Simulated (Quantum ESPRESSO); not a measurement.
## Band energies of TiTe₂

```xyz
3
Lattice="3.8242 0.0000 0.0000 -1.9121 3.3119 0.0000 0.0000 0.0000 6.7183" Properties=species:S:1:pos:R:3 pbc="T T T"
Ti     0.0000     0.0000     0.0000
Te     1.9121     1.1040     5.0375
Te     0.0000     2.2079     1.6807
```

norm-conserving LDA (Quantum ESPRESSO, 84 Ry, without SOC); path ΓMKΓALHA,LM,KH; energies in eV from the Fermi level.

| k (1/Å) | point | band 18 | band 19 | band 20 | band 21 | band 22 | band 23 | band 24 | band 25 |
|---|---|---|---|---|---|---|---|---|---|
| 0.00 | Γ | -1.74 | -1.74 | 0.31 | 0.33 | 0.33 | 0.36 | 0.93 | 0.93 |
| 0.21 |  | -2.06 | -1.71 | -0.49 | -0.06 | 0.29 | 0.31 | 0.94 | 1.15 |
| 0.53 |  | -3.24 | -2.66 | -1.68 | -0.77 | -0.74 | 0.15 | 1.16 | 1.16 |
| 0.74 |  | -3.37 | -3.13 | -1.74 | -1.60 | -1.00 | 0.06 | 1.05 | 1.30 |
| 0.95 | M | -3.60 | -2.41 | -2.30 | -1.79 | -1.06 | 0.03 | 1.01 | 1.31 |
| 1.06 |  | -3.58 | -2.42 | -2.29 | -1.82 | -1.40 | 0.26 | 1.02 | 1.30 |
| 1.39 |  | -3.49 | -3.30 | -2.37 | -2.17 | -2.11 | 0.82 | 1.22 | 1.29 |
| 1.50 | K | -3.52 | -3.52 | -2.32 | -2.18 | -2.18 | 0.82 | 1.28 | 1.28 |
| 1.61 |  | -3.57 | -3.28 | -2.37 | -2.31 | -1.99 | 0.82 | 1.21 | 1.31 |
| 1.93 |  | -3.33 | -3.29 | -2.17 | -1.77 | -1.01 | 0.49 | 1.23 | 1.34 |
| 2.15 |  | -2.75 | -2.05 | -1.74 | -1.04 | -0.24 | 0.34 | 1.12 | 1.29 |
| 2.48 |  | -1.83 | -1.73 | 0.11 | 0.16 | 0.33 | 0.35 | 0.93 | 1.02 |
| 2.59 | Γ | -1.74 | -1.74 | 0.31 | 0.33 | 0.33 | 0.36 | 0.93 | 0.93 |
| 2.83 |  | -1.71 | -1.71 | -1.02 | 0.32 | 0.32 | 0.83 | 0.84 | 0.84 |
| 3.06 | A | -2.31 | -1.69 | -1.69 | 0.32 | 0.32 | 0.74 | 0.74 | 0.91 |
| 3.38 |  | -2.98 | -1.66 | -1.33 | -1.30 | -0.38 | 0.40 | 1.24 | 1.55 |
| 3.59 |  | -3.28 | -2.30 | -1.72 | -1.29 | -0.70 | 0.15 | 1.27 | 1.41 |
| 3.90 |  | -4.15 | -2.27 | -1.94 | -1.15 | -0.74 | -0.18 | 1.04 | 1.30 |
| 4.01 | L | -4.21 | -2.29 | -1.96 | -1.08 | -0.73 | -0.22 | 1.01 | 1.29 |
| 4.23 |  | -4.10 | -2.39 | -2.23 | -1.57 | -1.27 | 0.27 | 1.06 | 1.21 |
| 4.45 |  | -3.87 | -3.29 | -2.79 | -1.75 | -1.60 | 0.70 | 1.02 | 1.03 |
| 4.56 | H | -3.83 | -3.67 | -2.91 | -1.69 | -1.69 | 0.82 | 0.97 | 0.97 |
| 4.74 |  | -3.93 | -3.04 | -2.64 | -1.68 | -1.68 | 0.74 | 0.89 | 1.12 |
| 4.92 |  | -3.86 | -2.35 | -2.11 | -1.89 | -1.48 | 0.69 | 0.87 | 1.22 |
| 5.19 |  | -3.07 | -2.10 | -1.60 | -1.29 | -1.06 | 0.53 | 1.08 | 1.61 |
| 5.47 |  | -2.61 | -1.68 | -1.48 | -0.37 | -0.11 | 0.53 | 1.04 | 1.37 |
| 5.65 | A | -2.31 | -1.69 | -1.69 | 0.32 | 0.32 | 0.74 | 0.74 | 0.91 |
| 5.65 | L | -4.21 | -2.29 | -1.96 | -1.08 | -0.73 | -0.22 | 1.01 | 1.29 |
| 5.84 |  | -4.02 | -2.37 | -1.91 | -1.47 | -0.84 | -0.08 | 1.01 | 1.29 |
| 6.02 |  | -3.67 | -2.46 | -2.11 | -1.81 | -1.02 | 0.02 | 1.01 | 1.30 |
| 6.12 | M | -3.60 | -2.41 | -2.30 | -1.79 | -1.06 | 0.03 | 1.01 | 1.31 |
| 6.12 | K | -3.52 | -3.52 | -2.32 | -2.18 | -2.18 | 0.82 | 1.28 | 1.28 |
| 6.24 |  | -3.58 | -3.58 | -2.40 | -2.10 | -2.10 | 0.82 | 1.22 | 1.22 |
| 6.59 | H | -3.83 | -3.67 | -2.91 | -1.69 | -1.69 | 0.82 | 0.97 | 0.97 |

At this level the gap is closed or nearly so: along the path the highest valence and lowest conduction bands touch, or overlap by less than 0.6 eV, a zero-gap or semimetallic result; the valence top lies at 90 % of the way from K to Γ, the conduction bottom at L, 0.54 eV lower. Semilocal functionals close the gaps of some narrow-gap semiconductors, so this alone doesn't show that the compound has none.

Without spin-orbit coupling, band edges of such heavy elements can be off by tenths of an eV.

Geometry of the Materials Project entry, not relaxed at this level.

The distance between layers or molecules is the database entry's, not relaxed here. Functionals without dispersion can leave it too large, which widens gaps and weakens the response across layers: the numbers belong to this cell.
